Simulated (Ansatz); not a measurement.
Crystals of one structure type (zinc blende) and one family of elements, relaxed and computed with r²SCAN in the plane-wave PAW code Ansatz.

```tsv
crystal	V (Å³/atom)	K_Hill (GPa)
AlN	10.43	210
BP	11.67	169
BAs	13.67	141
GaP	20.25	87.8
GaAs	22.73	?
InAs	28.48	57.8
GaSb	28.83	53.4
```

Question: Fit a straight line to ln K against ln V and predict the withheld value.

Answer: Least squares on the 6 shown rows: ln K = -1.28 × ln V + (8.312), with a scatter of 3.0 %. For GaAs this gives 74.7. The run itself gave 72.5, a miss of 3.0 % of that.

All cells were relaxed under the symmetry of their starts (and spin orders); stability against distortions was not tested throughout. Scalar-relativistic: spin–orbit coupling is off unless named, which matters more the heavier the elements.

Potentials: the earlier of the program's two PAW sets. The files were generated under PBE; for other functionals the program regenerates the frozen cores, and for LDA and PBEsol the local potential too.
